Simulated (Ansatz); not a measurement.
## Ga4Sb3N (ordering on zincblende): the band gap by level of theory

All numbers come from the plane-wave code Ansatz. No magnetic order. The prototype was imposed, so other structures may be more stable.

The cell is an ordered 8-atom cell of Ga4Sb3N on the zincblende lattice (P-43m); cell and atoms were relaxed with r2SCAN. It is cubic, P-43m (No. 215); conventional cell a = 5.728 Å, 23.50 Å³ an atom. Around N lie 4 Ga at 2.08 Å; around Ga lie 1 N at 2.08 Å and 3 Sb at 2.64 Å; around Sb lie 4 Ga at 2.64 Å.

```
N Ga Sb
1.0
     5.72840    0.00000    0.00000
     0.00000    5.72840    0.00000
     0.00000    0.00000    5.72840
N Ga Sb
1 4 3
Direct
  0.00000 0.00000 0.00000
  0.79040 0.79040 0.79040
  0.20960 0.20960 0.79040
  0.20960 0.79040 0.20960
  0.79040 0.20960 0.20960
  0.50000 0.50000 0.00000
  0.50000 0.00000 0.50000
  0.00000 0.50000 0.50000
```

Relaxed lattice by functional, symmetry kept:

| functional | k mesh | a (Å) | volume (Å³/atom) |
| --- | --- | --- | --- |
| PBE | 4×4×4 | 5.805 | 24.46 |
| r2SCAN | 4×4×4 | 5.728 | 23.50 |

Band edges at fixed r2SCAN geometry:

| level | k mesh | gap (eV) | kind | edges | least direct gap (eV) |
| --- | --- | --- | --- | --- | --- |
| PBE | 4×4×4 | none (overlap 0.50) | – | – | – |
| PBE+SOC | 4×4×4 | none (overlap 0.60) | – | – | – |
| r2SCAN | 4×4×4 | none (overlap 0.48) | – | – | – |

All runs use a smearing of 0.02 eV.
Wave cutoffs: 420 eV, 500 eV (r2SCAN).
Points off the special ones are mesh points or PBE's searched band edges, reused at the other levels.

With r2SCAN the bands overlap by 0.48 eV (counted from 1, band 51 peaks at Γ and band 52 bottoms out at R–X (0.30 of the way from R)): no gap. With PBE+SOC the bands overlap by 0.60 eV (counted from 1, band 102 peaks at Γ and band 103 bottoms out at R–X (0.30 of the way from R)): no gap.

No level opens a gap, but no hybrid is among them, and semilocal functionals can close a real gap.

Only the levels marked +SOC include spin-orbit coupling.

Where bands overlap the cell is a metal at that level, and these k meshes limit energies, forces and stress.
